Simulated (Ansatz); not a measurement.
SiO$_{2}$:
```yaml
crystal:
  lattice:
    - [4.07117, 0.00000, 0.00000]
    - [0.00000, 5.02952, 0.00000]
    - [0.00000, 0.00000, 4.48259]
  atoms:
    - { symbol: Si, position: [0.50000, 0.34815, 0.75000] }
    - { symbol: Si, position: [0.50000, 0.65185, 0.25000] }
    - { symbol: Si, position: [0.00000, 0.15185, 0.25000] }
    - { symbol: Si, position: [0.00000, 0.84815, 0.75000] }
    - { symbol: O, position: [0.26884, 0.61795, 0.58039] }
    - { symbol: O, position: [0.73116, 0.38205, 0.41961] }
    - { symbol: O, position: [0.23116, 0.88205, 0.08039] }
    - { symbol: O, position: [0.76884, 0.11795, 0.91961] }
    - { symbol: O, position: [0.76884, 0.88205, 0.41961] }
    - { symbol: O, position: [0.23116, 0.11795, 0.58039] }
    - { symbol: O, position: [0.73116, 0.61795, 0.91961] }
    - { symbol: O, position: [0.26884, 0.38205, 0.08039] }
```

x, y and z are the axes in which the lattice vectors are written.

Problem. Give the high-frequency dielectric tensor and the Born effective charge tensors of the independent atoms from DFPT, DFT-r²SCAN in the program Ansatz with PAW potentials.

Solution. 
ε∞:
```
3.24  0.00  0.00
0.00  3.33  0.00
0.00  0.00  3.37
```
Z* of atom 1 (Si), rows: field, columns: displacement, in e:
```
3.84  0.00  0.15
0.00  3.99  0.00
0.07  0.00  4.05
```
Z* of atom 5 (O), rows: field, columns: displacement, in e:
```
-1.92   0.48   0.35
 0.51  -1.99  -0.02
 0.27   0.08  -2.02
```

Static charges for comparison (Bader): Si1 +3.35, O5 -1.67 e. Born charges measure polarisation by displacement and can exceed these by far.

Space group Pbcn. The workflow started from a Materials Project entry (that database holds measured and hypothetical structures alike); the Crystallography Open Database copy checked does not list it. It is not the phase usual at ambient conditions (space group No. 92, 152, 154). The r²SCAN relaxation kept the symmetry of its start; whether a distortion lowers the energy is not shown.

Potentials: the earlier of the program's two PAW sets.
